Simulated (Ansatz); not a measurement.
Input for Ansatz (plane-wave DFT, PAW):

```yaml
crystal:
  lattice:
    - [2.8270069242, 0.0, 0.0]
    - [-1.4135034621, 2.448259813, 0.0]
    - [0.0, 0.0, 24.2329659515]
  atoms:
    - { symbol: W, position: [0.6666666667, 0.3333333333, 0.3094957512] }
    - { symbol: W, position: [0.3333333333, 0.6666666667, 0.4047478756] }
    - { symbol: W, position: [0.0, 0.0, 0.5] }
    - { symbol: W, position: [0.6666666667, 0.3333333333, 0.5952521244] }
    - { symbol: W, position: [0.3333333333, 0.6666666667, 0.6905042488] }
basis:
  ecutwfc: 700
kpoints:
  mp_grid: { grid: [12, 12, 1] }
hamiltonian:
  xc: pbesol
scf:
  occupations: { method: gaussian, width: 0.1 }
output:
  forces: true
  stress: true
  eigenvalues: true
efield:
  axis: 3
  dipole_correction: true
  ramp_width: 0.04
```

Command:
```bash
ansatz run input.yaml --threads 1 --pin off --max-ram 2560MiB --backend cpu --events-out ev --progress --plain --runs-dir out
```

Theory: DFT PBEsol, scalar-relativistic, plane waves, PAW in Ansatz 0.2.0.

Part of what the program printed, abridged:

```
Pseudopotentials: kind: paw
Pseudopotential: W, paw, valence charge 14, recommended cutoff 420 eV (normal)
Functional definition: PBEsol
Crystal: 5 atoms, lattice volume = 167.722 Å³
Basis set: ecut = 700 eV, 6957 PW (Γ), exchange–correlation on 50×50×432 points (8 copies of the dense FFT grid, shifted against one another)
Bands: 42, of which v1, the nominal top of the filled ones, is band 35 counted from 1 (34 counted from 0)
Symmetry: 6 space group operations
k-points: 19 of 144 (time reversal used)
Initial density: superposition of atomic densities (neutral atoms: chi_scale 0, normalization atom), corrected by the library's trained network
Initial wavefunctions: pseudopotential atomic-orbital guess
Functional: x = pbesol(κ = 0.804, μ = 0.12345679), c = pbesol(β = 0.046)
SCF iter   1: F=—  HF=-51277.902686 eV  |F-HF|=—  |Δ(HF+E_count)|=         —  Δρ=1.02e-2  dr2=3.52e0  ethr=1.77e-3  p=0.000 e·Å  D=3.05e-13 V/Å  ΔV_dip= 0.00 eV  dr2_dipole=6.59e-6  V_vac-E_F(+/−)=5.28/5.28 eV  ⟨swp⟩=8.2  Hψ=3805  notcnv=0
efield: sawtooth ramp at fractional position 0.9800 (placed from the atoms, in the widest stretch of the axis that holds none; the zero of the levels goes with the place), width 0.0400; the density the first Hamiltonian is built on has a dipole p = 0.000 e·Å; the dipole correction subtracts the counter field D = 3.05e-13 V/Å, which shifts the + side's vacuum level by  0.00 eV against the − side's; the planar-averaged density in the ramp window peaks in size at 5.7e-5 e/Å³
SCF iter   2: F=—  HF=-51277.836160 eV  |F-HF|=—  |Δ(HF+E_count)|=   6.65e-2  Δρ=2.91e-3  dr2=8.24e-2  ethr=1.77e-3  p= 0.000 e·Å  D=-7.75e-7 V/Å  ΔV_dip=0.00 eV  dr2_dipole=4.49e-6  V_vac-E_F(+/−)=5.11/5.11 eV  ⟨swp⟩=1.5  Hψ=966  notcnv=0  defer=9
SCF iter   3: F=—  HF=-51277.830758 eV  |F-HF|=—  |Δ(HF+E_count)|=   5.40e-3  Δρ=8.33e-4  dr2=6.96e-3  ethr=1.18e-4  p=0.000 e·Å  D=2.72e-8 V/Å  ΔV_dip= 0.00 eV  dr2_dipole=3.18e-7  V_vac-E_F(+/−)=5.14/5.14 eV  ⟨swp⟩=1.9  Hψ=1024  notcnv=0  defer=20
SCF iter   4: F=—  HF=-51277.830440 eV  |F-HF|=—  |Δ(HF+E_count)|=   3.18e-4  Δρ=1.37e-4  dr2=9.34e-5  ethr=9.94e-6  p=0.000 e·Å  D=1.90e-7 V/Å  ΔV_dip= 0.00 eV  dr2_dipole=6.63e-8  V_vac-E_F(+/−)=5.12/5.12 eV  ⟨swp⟩=1.9  Hψ=979  notcnv=0  defer=20
SCF iter   5: F=—  HF=-51277.830653 eV  |F-HF|=—  |Δ(HF+E_count)|=   2.13e-4  Δρ=4.29e-5  dr2=1.29e-5  ethr=1.33e-7  p= 0.000 e·Å  D=-5.12e-7 V/Å  ΔV_dip=0.00 eV  dr2_dipole=3.30e-10  V_vac-E_F(+/−)=5.12/5.12 eV  ⟨swp⟩=2.8  Hψ=1329  notcnv=0  defer=17
SCF iter   6: F=—  HF=-51277.830652 eV  |F-HF|=—  |Δ(HF+E_count)|=   1.12e-6  Δρ=1.31e-5  dr2=1.42e-6  ethr=1.85e-8  p=0.000 e·Å  D=2.71e-7 V/Å  ΔV_dip= 0.00 eV  dr2_dipole=7.43e-10  V_vac-E_F(+/−)=5.11/5.11 eV  ⟨swp⟩=2.0  Hψ=1059  notcnv=0  defer=17
SCF iter   7: F=—  HF=-51277.830652 eV  |F-HF|=—  |Δ(HF+E_count)|=   2.21e-8  Δρ=8.12e-6  dr2=4.13e-7  ethr=2.03e-9  p= 0.000 e·Å  D=-3.19e-8 V/Å  ΔV_dip=0.00 eV  dr2_dipole=1.59e-12  V_vac-E_F(+/−)=5.11/5.11 eV  ⟨swp⟩=3.2  Hψ=1576  notcnv=0  defer=17
SCF iter   8: F=-51277.830652 eV  HF=-51277.830652 eV  |F-HF|=5.29e-9  |Δ(HF+E_count)|=   3.75e-8  Δρ=2.71e-6  dr2=2.75e-8  ethr=1.43e-10  p=0.000 e·Å  D=8.79e-8 V/Å  ΔV_dip= 0.00 eV  dr2_dipole=1.27e-12  V_vac-E_F(+/−)=5.11/5.11 eV  ⟨swp⟩=10.9  Hψ=4280  notcnv=0
SCF 1 converged in 8 iterations: F = -51277.830652 eV  dr2 = 2.75e-8
SCF converged after 8 iterations
Free energy (F): -51277.830652 eV
Harris-Foulkes:  -51277.830652 eV  (|F-HF|=5.29e-9)
Internal energy: -51277.798705 eV  (E = F + TS)
E sigma→0 (E₀):  -51277.814679 eV
Entropy (-TS):   -0.031947 eV (-6.389 meV/atom)
Fermi energy:    7.813786 eV
Dipole field:    D = 0.000002 V/Å  (p = 0.000002 e·Å, saw-weighted, corrected)
Work function:   Φ+ = 5.1128 eV   Φ− = 5.1129 eV
Levels:          The Fermi level and band energies are counted from a zero that moves with the ramp; work functions are not
--- Per-component energies (eV) ---
  E_band       = -1399.795915
  E_kinetic    = 2242.160617
  E_local      = -75616.305775  (includes V_loc(G=0)·N_el)
  E_nonlocal   = 19.593106
  E_hartree    = 36887.717155
  E_xc         = -1319.920525
  E_vxc        = -1185.211368  (∫ρ·V_xc dr)
  E_paw        = -42180.396377  (= ΣΔE_a)
  E_vpaw       = -635.481545  (= ΣTr[D̂ρ^β])
  E_aug_tail   = -0.000037  (compensation charges beyond the density's cutoff)
  E_efield     = 0.000000  (sawtooth field / dipole correction)
  E_vefield    = 0.000000  (∫n·V_field dr)
  E_ewald      = 28688.244169
  E_core_change = 1.108961  (= ΣΔE_core)
  E_smearing   = -0.031947  (= −TS)
--- Forces (eV/Å), atoms counted from 1 ---
  atom   1  W      0.00000000     0.00000000    -0.21324817
  atom   2  W      0.00000000     0.00000000     0.21537462
  atom   3  W      0.00000000     0.00000000     0.00000279
  atom   4  W      0.00000000     0.00000000    -0.21537914
  atom   5  W      0.00000000     0.00000000     0.21324978
--- Stress (GPa, compression-positive) ---
       -7.321925       0.000000       0.000000
        0.000000      -7.321925       0.000000
        0.000000       0.000000       0.930698
  P = ⅓ Tr σ = -4.5711 GPa (-45.711 kbar)
--- Band table (eV; the first three rows and the last of 19) ---
  k-point 0: bands = ["-65.8074", "-65.8064", "-65.7202", "-65.7037", "-65.6042", "-30.5771", "-30.4255", "-30.1040", "-29.7820", "-29.5361", "-29.5361", "-29.5213", "-29.5213", "-29.4654", "-29.4540", "-29.4540", "-29.4368", "-29.4368", "-29.3586", "-29.3586", "-0.9975", "-0.0575", "1.1485", "1.8956", "2.0538", "6.3005", "6.5118", "6.8244", "6.9816", "7.0590", "7.0590", "7.3498", "7.3498", "7.3693", "7.3693", "7.7224", "7.7224", "7.7802", "7.7802", "7.8525", "8.4501", "10.2182"]
  k-point 1: bands = ["-65.8015", "-65.8006", "-65.7145", "-65.6989", "-65.5998", "-30.5536", "-30.4114", "-30.1049", "-29.7985", "-29.5994", "-29.5787", "-29.5559", "-29.5395", "-29.5369", "-29.5091", "-29.4689", "-29.4495", "-29.4412", "-29.4180", "-29.3706", "-0.7235", "0.2062", "1.4168", "2.1817", "2.3379", "6.0792", "6.3095", "6.5900", "6.7208", "6.9932", "7.0953", "7.2972", "7.3321", "7.5056", "7.6031", "7.6176", "7.6331", "7.7965", "7.9262", "8.0316", "8.1702", "9.7496"]
  k-point 2: bands = ["-65.7853", "-65.7847", "-65.6990", "-65.6857", "-65.5877", "-30.4881", "-30.3755", "-30.1227", "-29.8821", "-29.7649", "-29.7211", "-29.6977", "-29.6699", "-29.6085", "-29.5882", "-29.5491", "-29.5096", "-29.4849", "-29.4605", "-29.4037", "0.0348", "0.9153", "2.1085", "2.9145", "3.0935", "5.4348", "5.8023", "5.9849", "6.1190", "6.5387", "6.7626", "7.0540", "7.3043", "7.5591", "7.6778", "7.8310", "7.9800", "8.0846", "8.3197", "8.3930", "8.7615", "9.2157"]
  k-point 18: bands = ["-65.7076", "-65.7076", "-65.6226", "-65.6226", "-65.5309", "-30.3267", "-30.3267", "-30.3267", "-30.2516", "-30.2516", "-30.2448", "-30.1046", "-30.0920", "-30.0920", "-30.0546", "-29.8884", "-29.8884", "-29.6972", "-29.6972", "-29.6531", "4.0873", "4.1320", "4.1320", "4.5032", "4.7044", "4.7044", "4.8762", "5.2983", "5.2983", "6.3884", "6.5597", "6.5597", "7.0181", "7.0307", "7.0307", "7.1070", "9.2825", "9.2825", "9.4083", "9.6660", "10.9441", "10.9441"]
```

Self-consistency was reached.

It took 23 s on 1 thread of Intel(R) Xeon(R) Platinum 8259CL CPU @ 2.50GHz (Skylake/Cascade Lake), with other jobs on the host, peak memory 0.62 GiB.

Spin–orbit coupling is left out, which can shift energies with elements as heavy as these.